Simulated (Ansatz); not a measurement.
# Sr$_{2}$H$_{3}$I: input, output and frames of a trajectory

All numbers below come from DFT PBEsol, scalar-relativistic, plane waves, PAW (Ansatz 0.2.0). Cutoff 420 eV, shifted (0.5, 0.5, 0.5 steps) 2×2×2 k-points, Fermi–Dirac smearing of 0.22 eV. The mesh is coarse. No spin polarisation.

18 atoms, starting at 1.10 times the perfect crystal's volume (space group P-3m1, the cell as given, not relaxed at this level); Langevin thermostat and barostat at 2600 K (friction 0.02 fs⁻¹), target pressure 2 GPa; 41 steps of 0.5 fs. The run is short and not equilibrated. The steps keep the starting cell's plane waves.

Self-consistency was reached.

Command:
```bash
ansatz run input.yaml --threads 4 --pin off --max-ram 5120MiB --backend cpu --events-out ev --progress --plain --runs-dir out
```

Input:
```yaml
crystal:
  lattice:
    - [6.5695268123, -3.7929180736, 0.0]
    - [1.0e-10, 7.5858361471, 0.0]
    - [0.0, 0.0, 7.9307474041]
  atoms:
    - { symbol: Sr, position: [0.3333333333, 0.3333333333, 0.67865529] }
    - { symbol: Sr, position: [0.0, 0.6666666667, 0.67865529] }
    - { symbol: Sr, position: [0.6666666667, 1.0, 0.67865529] }
    - { symbol: Sr, position: [0.0, 0.3333333333, 0.32134471] }
    - { symbol: Sr, position: [0.6666666667, 0.6666666667, 0.32134471] }
    - { symbol: Sr, position: [0.3333333333, 1.0, 0.32134471] }
    - { symbol: H, position: [0.0, 0.0, 0.5] }
    - { symbol: H, position: [0.6666666667, 0.3333333333, 0.5] }
    - { symbol: H, position: [0.3333333333, 0.6666666667, 0.5] }
    - { symbol: H, position: [0.3333333333, 0.3333333333, 0.3572515] }
    - { symbol: H, position: [0.0, 0.6666666667, 0.3572515] }
    - { symbol: H, position: [0.6666666667, 1.0, 0.3572515] }
    - { symbol: H, position: [0.0, 0.3333333333, 0.6427485] }
    - { symbol: H, position: [0.6666666667, 0.6666666667, 0.6427485] }
    - { symbol: H, position: [0.3333333333, 1.0, 0.6427485] }
    - { symbol: I, position: [0.0, 0.0, 0.0] }
    - { symbol: I, position: [0.6666666667, 0.3333333333, 0.0] }
    - { symbol: I, position: [0.3333333333, 0.6666666667, 0.0] }
basis:
  ecutwfc: 420
kpoints:
  mp_grid: { grid: [2, 2, 2], shift: [0.5, 0.5, 0.5] }
hamiltonian:
  xc: pbesol
scf:
  occupations: { method: fermi_dirac, width: 0.2241 }
  lower_state_search: "off"
  convergence: { dr2_threshold: 1.0e-07 }
output:
  forces: true
  stress: true
md:
  timestep: 0.5
  n_steps: 41
  ensemble: npt_langevin
  temperature: 2600.0
  initial_velocities: maxwell_boltzmann
  seed: 625
  friction: 0.02
  pressure: 2.0
```

Output (its end):
```
...
  E_nonlocal   = 965.456279
  E_hartree    = 4308.789211
  E_xc         = -1489.100238
  E_vxc        = -1455.619729  (∫ρ·V_xc dr)
  E_paw        = -30082.181177  (= ΣΔE_a)
  E_vpaw       = -1508.979581  (= ΣTr[D̂ρ^β])
  E_aug_tail   = -0.009883  (compensation charges beyond the density's cutoff)
  E_ewald      = -8658.364413
  E_core_change = 2.042511  (= ΣΔE_core)
  E_smearing   = -0.021717  (= −TS)
  E_closure    = 0.000000  (closes the sum)
  Σ components = -43404.115501   (vs F -43404.115501, Δ=0.00e0)
--- Forces (eV/Å), atoms counted from 1 ---
  atom   1  Sr    -0.33348320     0.37793582     0.71021354
  atom   2  Sr    -0.11506825    -0.63796122     0.36499179
  atom   3  Sr     0.64863103     0.16294730     1.56984928
  atom   4  Sr     0.29741291     0.61353243    -0.61881737
  atom   5  Sr     1.01160047    -0.10436998    -0.87194280
  atom   6  Sr    -0.46381081     0.38094223    -1.03499335
  atom   7  H      0.06945462    -1.04764124     0.56635545
  atom   8  H     -0.78611004     0.11029495    -0.66802184
  atom   9  H      0.15241023     0.59301140    -0.43658940
  atom  10  H     -0.74486647    -0.89904152     0.34502174
  atom  11  H      0.14531968     0.20044038     0.63734458
  atom  12  H     -0.41226052     0.72274371     0.13675760
  atom  13  H      0.08895497    -0.49829538    -0.66559991
  atom  14  H     -0.04165948    -0.63831493     0.11615174
  atom  15  H      0.20274588     0.58416412    -0.40675071
  atom  16  I      0.09497153     0.00251935    -0.01060696
  atom  17  I     -0.08116731    -0.00751702    -0.02690232
  atom  18  I      0.26691392     0.08461568     0.29354496
  max |Σ_I F_I| component: 1.08e-5 eV/Å
--- Stress (GPa, compression-positive) ---
       -1.562564       0.611021       0.209263
        0.611021      -1.505367      -0.534435
        0.209263      -0.534435      -1.921146
  P = ⅓ Tr σ = -1.6630 GPa (-16.630 kbar)
--- MD trajectory: 41 steps, t = 0.0 → 20.5 fs ---
  final state: T = 1945.3 K   F+E_penalty+E_count = -43404.11534967 eV   E_kin = 4.526063 eV
  conserved energy: peak-to-peak 2.408e-3 eV (1.338e-4 eV/atom) over 20.5 fs
  cell: V = 387.4903 Å³ at the end; means of 42 rows, the approach among them: V = 392.1852 Å³, P_inst = -1.3757 GPa
  mean static stress (GPa): xx -2.5798  yy -2.4134  zz -2.5199  yz -0.3468  xz -0.1935  xy 0.3276
  the result is of one more SCF, on plane waves selected at the last cell: its energy does not rank with the rows'
```

Frames along the run (Å, eV/Å; dE is the potential energy from the first frame):

```xyz
18
Lattice="6.570 -3.793 0.000 0.000 7.586 0.000 0.000 0.000 7.931" Properties=species:S:1:pos:R:3:forces:R:3 pbc="T T T" time_fs=0.00 dE_eV=0.0000 T_K=2456
Sr    2.190    1.264    5.382    0.000    0.000   -0.146
Sr    0.000    5.057    5.382    0.000    0.000   -0.146
Sr    4.380    5.057    5.382    0.000    0.000   -0.146
Sr    0.000    2.529    2.549    0.000    0.000    0.146
Sr    4.380    2.529    2.549    0.000    0.000    0.146
Sr    2.190    6.322    2.549    0.000    0.000    0.146
H     0.000    0.000    3.965    0.000    0.000    0.000
H     4.380    0.000    3.965    0.000    0.000    0.000
H     2.190    3.793    3.965    0.000    0.000    0.000
H     2.190    1.264    2.833    0.004    0.002    0.083
H     0.000    5.057    2.833    0.004    0.002    0.083
H     4.380    5.057    2.833    0.004    0.002    0.083
H     0.000    2.529    5.097   -0.004   -0.002   -0.083
H     4.380    2.529    5.097   -0.004   -0.002   -0.083
H     2.190    6.322    5.097   -0.004   -0.002   -0.083
I     0.000    0.000    0.000    0.000    0.000    0.000
I     4.380    0.000    0.000    0.000    0.000    0.000
I     2.190    3.793    0.000    0.000    0.000    0.000
18
Lattice="6.568 -3.792 0.000 0.000 7.584 0.000 0.000 0.000 7.929" Properties=species:S:1:pos:R:3:forces:R:3 pbc="T T T" time_fs=2.00 dE_eV=0.2146 T_K=2398
Sr    2.194    1.259    5.374    0.121    0.007   -0.174
Sr    0.006    5.068    5.390    0.011   -0.233   -0.074
Sr    4.368    5.061    5.368   -0.027    0.106    0.008
Sr    0.008    2.524    2.551    0.205   -0.176    0.062
Sr    4.372    2.537    2.554   -0.020   -0.066   -0.118
Sr    2.188    6.317    2.554   -0.060    0.104   -0.110
H     0.182    0.141    3.746   -0.182   -0.142    0.177
H     4.328    0.034    4.102    0.161   -0.069   -0.056
H     2.171    3.705    4.044    0.033    0.059   -0.090
H     2.216    1.236    2.768    0.094    0.105    0.119
H     0.088    5.013    2.611   -0.217    0.084    0.445
H     4.341    5.002    2.790    0.074    0.151    0.222
H     0.175    2.531    5.225   -0.477    0.045   -0.260
H     4.387    2.614    5.034    0.148   -0.112   -0.020
H     2.128    6.229    5.033    0.107    0.139    0.013
I     0.003    0.001   -0.001   -0.014   -0.005   -0.081
I     4.381   -0.006    0.011   -0.007   -0.004   -0.047
I     2.183    3.787   -0.011    0.050    0.006   -0.013
18
Lattice="6.566 -3.791 0.000 0.000 7.582 0.000 0.000 0.000 7.927" Properties=species:S:1:pos:R:3:forces:R:3 pbc="T T T" time_fs=3.50 dE_eV=0.5898 T_K=2201
Sr    2.198    1.253    5.364    0.229    0.013   -0.146
Sr    0.012    5.075    5.399    0.003   -0.383    0.055
Sr    4.360    5.062    5.355   -0.092    0.174    0.160
Sr    0.017    2.520    2.554    0.326   -0.186   -0.069
Sr    4.366    2.543    2.557   -0.070   -0.129   -0.319
Sr    2.188    6.314    2.559   -0.057    0.174   -0.332
H     0.324    0.238    3.608   -0.349   -0.263    0.354
H     4.303    0.056    4.201    0.249   -0.102   -0.136
H     2.147    3.652    4.101    0.084    0.112   -0.176
H     2.210    1.231    2.726    0.235    0.158    0.126
H     0.158    4.983    2.456   -0.366    0.138    0.626
H     4.309    4.973    2.772    0.149    0.222    0.301
H     0.305    2.569    5.299   -0.828    0.048   -0.340
H     4.386    2.675    4.984    0.255   -0.208    0.034
H     2.100    6.168    4.983    0.166    0.233    0.086
I     0.003    0.002    0.001   -0.018   -0.006   -0.138
I     4.382   -0.010    0.019   -0.010   -0.007   -0.067
I     2.179    3.783   -0.023    0.095    0.011   -0.019
18
Lattice="6.564 -3.790 0.000 0.000 7.579 0.000 0.000 0.000 7.924" Properties=species:S:1:pos:R:3:forces:R:3 pbc="T T T" time_fs=5.50 dE_eV=1.2669 T_K=1913
Sr    2.202    1.241    5.352    0.390   -0.012   -0.077
Sr    0.020    5.081    5.410    0.030   -0.513    0.227
Sr    4.349    5.066    5.338   -0.206    0.255    0.355
Sr    0.030    2.515    2.560    0.442   -0.041   -0.269
Sr    4.358    2.549    2.561   -0.120   -0.170   -0.602
Sr    2.187    6.311    2.562    0.032    0.265   -0.637
H     0.500    0.341    3.466   -0.542   -0.392    0.591
H     4.290    0.060    4.342    0.351   -0.111   -0.276
H     2.112    3.601    4.168    0.155    0.182   -0.300
H     2.219    1.257    2.649    0.362    0.152    0.168
H     0.247    4.992    2.292   -0.563    0.057    0.787
H     4.262    4.943    2.746    0.271    0.296    0.396
H     0.477    2.626    5.378   -1.265    0.090   -0.391
H     4.376    2.754    4.917    0.371   -0.368    0.128
H     2.093    6.115    4.915    0.158    0.299    0.213
I     0.000    0.002    0.003   -0.019    0.007   -0.208
I     4.384   -0.013    0.032   -0.003   -0.017   -0.077
I     2.176    3.780   -0.037    0.155    0.020   -0.030
18
Lattice="6.561 -3.788 0.000 0.000 7.575 0.000 0.000 0.000 7.920" Properties=species:S:1:pos:R:3:forces:R:3 pbc="T T T" time_fs=7.50 dE_eV=1.9583 T_K=1630
Sr    2.208    1.228    5.338    0.389    0.036    0.031
Sr    0.024    5.085    5.421    0.020   -0.558    0.394
Sr    4.335    5.072    5.323   -0.248    0.234    0.544
Sr    0.039    2.510    2.569    0.503    0.135   -0.487
Sr    4.351    2.552    2.571   -0.097   -0.244   -0.944
Sr    2.187    6.312    2.567    0.178    0.363   -0.959
H     0.616    0.420    3.348   -0.578   -0.524    0.806
H     4.284    0.074    4.483    0.404   -0.142   -0.434
H     2.119    3.502    4.259    0.188    0.315   -0.437
H     2.242    1.335    2.565    0.367    0.011    0.222
H     0.300    5.032    2.177   -0.668   -0.100    0.911
H     4.268    4.881    2.721    0.240    0.526    0.475
H     0.579    2.683    5.459   -1.463    0.055   -0.434
H     4.407    2.819    4.825    0.449   -0.474    0.374
H     2.100    6.062    4.860    0.114    0.336    0.311
I    -0.001    0.002    0.007   -0.009    0.022   -0.276
I     4.385   -0.013    0.046    0.004   -0.034   -0.065
I     2.173    3.778   -0.049    0.205    0.043   -0.030
18
Lattice="6.556 -3.785 0.000 0.000 7.571 0.000 0.000 0.000 7.915" Properties=species:S:1:pos:R:3:forces:R:3 pbc="T T T" time_fs=9.50 dE_eV=2.4822 T_K=1452
Sr    2.214    1.218    5.325    0.263    0.136    0.130
Sr    0.026    5.088    5.432   -0.008   -0.556    0.487
Sr    4.322    5.077    5.303   -0.244    0.146    0.706
Sr    0.048    2.509    2.577    0.512    0.251   -0.622
Sr    4.344    2.554    2.577   -0.011   -0.373   -1.322
Sr    2.188    6.313    2.573    0.265    0.408   -1.341
H     0.721    0.479    3.292   -0.613   -0.586    0.932
H     4.329    0.063    4.603    0.339   -0.137   -0.551
H     2.133    3.431    4.343    0.190    0.402   -0.556
H     2.275    1.390    2.526    0.312   -0.077    0.245
H     0.307    5.083    2.128   -0.691   -0.228    0.967
H     4.288    4.819    2.717    0.187    0.784    0.505
H     0.599    2.735    5.555   -1.377   -0.125   -0.501
H     4.443    2.848    4.738    0.499   -0.462    0.708
H     2.092    6.003    4.776    0.122    0.361    0.548
I    -0.002    0.004    0.014    0.004    0.037   -0.317
I     4.383   -0.010    0.059    0.007   -0.053   -0.035
I     2.170    3.777   -0.062    0.244    0.072    0.016
18
Lattice="6.552 -3.783 0.000 0.000 7.566 0.000 0.000 0.000 7.910" Properties=species:S:1:pos:R:3:forces:R:3 pbc="T T T" time_fs=11.00 dE_eV=2.7198 T_K=1406
Sr    2.220    1.211    5.316    0.167    0.198    0.235
Sr    0.026    5.089    5.440   -0.001   -0.533    0.509
Sr    4.311    5.079    5.285   -0.190    0.046    0.821
Sr    0.054    2.505    2.582    0.496    0.299   -0.681
Sr    4.337    2.555    2.582    0.057   -0.459   -1.546
Sr    2.194    6.312    2.572    0.226    0.426   -1.651
H     0.778    0.505    3.289   -0.616   -0.598    0.968
H     4.389    0.054    4.670    0.216   -0.115   -0.620
H     2.156    3.389    4.399    0.190    0.445   -0.622
H     2.285    1.433    2.491    0.264   -0.144    0.266
H     0.283    5.111    2.121   -0.623   -0.267    0.991
H     4.295    4.788    2.720    0.168    0.922    0.506
H     0.577    2.754    5.624   -1.234   -0.256   -0.573
H     4.493    2.851    4.696    0.508   -0.409    0.906
H     2.104    5.946    4.710    0.088    0.371    0.765
I    -0.003    0.006    0.021    0.015    0.042   -0.322
I     4.382   -0.008    0.069    0.004   -0.063   -0.014
I     2.168    3.777   -0.071    0.264    0.097    0.061
18
Lattice="6.548 -3.781 0.000 0.000 7.561 0.000 0.000 0.000 7.905" Properties=species:S:1:pos:R:3:forces:R:3 pbc="T T T" time_fs=13.00 dE_eV=2.8636 T_K=1720
Sr    2.229    1.200    5.311    0.049    0.288    0.363
Sr    0.025    5.095    5.457    0.012   -0.554    0.526
Sr    4.298    5.083    5.258   -0.041   -0.082    0.999
Sr    0.060    2.499    2.587    0.404    0.463   -0.744
Sr    4.330    2.559    2.590    0.183   -0.577   -1.713
Sr    2.202    6.313    2.570    0.055    0.413   -1.722
H     0.793    0.565    3.309   -0.458   -0.823    0.987
H     4.520    0.008    4.726   -0.053   -0.026   -0.698
H     2.203    3.357    4.463    0.180    0.480   -0.660
H     2.304    1.507    2.480    0.147   -0.290    0.289
H     0.240    5.115    2.148   -0.466   -0.223    0.993
H     4.335    4.744    2.732    0.083    1.152    0.476
H     0.515    2.758    5.710   -0.972   -0.381   -0.668
H     4.570    2.870    4.666    0.510   -0.418    1.036
H     2.119    5.875    4.699    0.064    0.482    0.680
I     0.000    0.006    0.028    0.034    0.038   -0.295
I     4.383   -0.008    0.082   -0.020   -0.066    0.012
I     2.165    3.776   -0.079    0.288    0.125    0.139
18
Lattice="6.544 -3.778 0.000 0.000 7.556 0.000 0.000 0.000 7.900" Properties=species:S:1:pos:R:3:forces:R:3 pbc="T T T" time_fs=15.00 dE_eV=2.8623 T_K=1693
Sr    2.235    1.188    5.309   -0.107    0.369    0.495
Sr    0.026    5.103    5.476   -0.045   -0.571    0.531
Sr    4.287    5.084    5.229    0.156   -0.080    1.199
Sr    0.065    2.498    2.587    0.309    0.655   -0.808
Sr    4.325    2.563    2.598    0.369   -0.620   -1.720
Sr    2.212    6.312    2.566   -0.167    0.368   -1.503
H     0.771    0.640    3.363   -0.221   -1.124    0.971
H     4.632   -0.023    4.735   -0.296    0.038   -0.748
H     2.242    3.330    4.485    0.161    0.518   -0.660
H     2.351    1.566    2.476   -0.117   -0.481    0.308
H     0.181    5.092    2.198   -0.253   -0.107    0.970
H     4.404    4.722    2.748   -0.038    1.292    0.417
H     0.401    2.763    5.774   -0.653   -0.490   -0.741
H     4.649    2.919    4.654    0.501   -0.512    1.015
H     2.116    5.841    4.766    0.094    0.636    0.280
I     0.003    0.003    0.037    0.056    0.034   -0.241
I     4.385   -0.011    0.095   -0.055   -0.066    0.020
I     2.159    3.773   -0.089    0.305    0.140    0.215
18
Lattice="6.538 -3.775 0.000 0.000 7.550 0.000 0.000 0.000 7.893" Properties=species:S:1:pos:R:3:forces:R:3 pbc="T T T" time_fs=17.00 dE_eV=2.7375 T_K=1435
Sr    2.239    1.176    5.304   -0.231    0.400    0.604
Sr    0.028    5.109    5.492   -0.140   -0.584    0.510
Sr    4.275    5.083    5.200    0.408   -0.036    1.378
Sr    0.070    2.498    2.583    0.219    0.815   -0.859
Sr    4.321    2.565    2.604    0.643   -0.479   -1.466
Sr    2.219    6.308    2.565   -0.330    0.315   -1.253
H     0.712    0.695    3.425    0.026   -1.355    0.964
H     4.745   -0.034    4.679   -0.534    0.027   -0.734
H     2.290    3.301    4.465    0.152    0.549   -0.624
H     2.407    1.599    2.470   -0.452   -0.693    0.336
H     0.131    5.030    2.304   -0.063    0.078    0.877
H     4.487    4.732    2.780   -0.182    1.219    0.306
H     0.275    2.768    5.815   -0.358   -0.550   -0.769
H     4.752    2.951    4.682    0.395   -0.587    0.764
H     2.114    5.833    4.882    0.140    0.781   -0.165
I     0.006    0.000    0.044    0.076    0.023   -0.157
I     4.381   -0.016    0.108   -0.082   -0.053    0.004
I     2.155    3.771   -0.096    0.313    0.131    0.284
18
Lattice="6.533 -3.772 0.000 0.000 7.544 0.000 0.000 0.000 7.887" Properties=species:S:1:pos:R:3:forces:R:3 pbc="T T T" time_fs=18.50 dE_eV=2.5836 T_K=1508
Sr    2.240    1.165    5.302   -0.296    0.389    0.677
Sr    0.027    5.113    5.502   -0.160   -0.595    0.472
Sr    4.267    5.083    5.180    0.522    0.051    1.470
Sr    0.074    2.496    2.578    0.219    0.815   -0.836
Sr    4.317    2.563    2.607    0.855   -0.297   -1.199
Sr    2.222    6.301    2.562   -0.406    0.317   -1.158
H     0.689    0.713    3.483    0.102   -1.339    0.878
H     4.808   -0.043    4.625   -0.664    0.033   -0.706
H     2.311    3.275    4.413    0.158    0.585   -0.559
H     2.432    1.622    2.451   -0.652   -0.826    0.336
H     0.097    5.000    2.391    0.043    0.172    0.788
H     4.541    4.760    2.788   -0.289    1.039    0.244
H     0.173    2.768    5.830   -0.175   -0.564   -0.762
H     4.843    2.975    4.721    0.240   -0.630    0.485
H     2.104    5.885    4.949    0.203    0.751   -0.326
I     0.007    0.000    0.050    0.088    0.013   -0.097
I     4.375   -0.021    0.116   -0.094   -0.036   -0.009
I     2.153    3.768   -0.101    0.307    0.123    0.301
18
Lattice="6.526 -3.768 0.000 0.000 7.536 0.000 0.000 0.000 7.879" Properties=species:S:1:pos:R:3:forces:R:3 pbc="T T T" time_fs=20.50 dE_eV=2.2011 T_K=1945
Sr    2.241    1.152    5.300   -0.333    0.378    0.710
Sr    0.022    5.116    5.512   -0.115   -0.638    0.365
Sr    4.258    5.085    5.152    0.649    0.163    1.570
Sr    0.077    2.494    2.568    0.297    0.614   -0.619
Sr    4.312    2.564    2.609    1.012   -0.104   -0.872
Sr    2.226    6.289    2.559   -0.464    0.381   -1.035
H     0.643    0.690    3.601    0.069   -1.048    0.566
H     4.862   -0.071    4.567   -0.786    0.110   -0.668
H     2.331    3.248    4.315    0.152    0.593   -0.437
H     2.452    1.598    2.438   -0.745   -0.899    0.345
H     0.057    4.992    2.535    0.145    0.200    0.637
H     4.579    4.823    2.796   -0.412    0.723    0.137
H     0.005    2.737    5.775    0.089   -0.498   -0.666
H     4.952    2.996    4.799   -0.042   -0.638    0.116
H     2.102    5.991    5.010    0.203    0.584   -0.407
I     0.009    0.001    0.058    0.095    0.003   -0.011
I     4.366   -0.028    0.129   -0.081   -0.008   -0.027
I     2.150    3.766   -0.108    0.267    0.085    0.294
```